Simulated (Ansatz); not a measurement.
One crystal and one scan (energy over volume and axial ratio) at two levels, PBE (plane waves to 420 eV, PAW, scalar-relativistic; Ansatz, a quantum-chemistry and plane-wave program) and r2SCAN (plane waves to 500 eV, PAW, scalar-relativistic; Ansatz), each from its own relaxed cell and on its own mesh.

The crystal is Li₂O (anti-fluorite); volume and axial ratio are varied about the relaxed values (subscript 0).

The energy includes the smearing's −TS. Li2O was relaxed with its symmetry unable to fall. Both scans cover V/V₀ from 0.920 to 1.080 and (c/a)/(c/a)₀ from 0.960 to 1.040.

| quantity | run 1 | run 2 |
|---|---|---|
| Lattice constant a (Å) | 4.573 | 4.626 |
| Shear modulus C′ = (C11 − C12)/2 (fit, atoms clamped) (GPa) | 99 | 92 |

### Question
Which run is which level?

### Answer
Run 2 is PBE, run 1 is r2SCAN. PBE gives the higher value for: lattice constant a. PBE gives the lower value for: shear modulus C′.

(Under strain, the slope of the energy per volume gives the stress and its curvature an elastic modulus.)
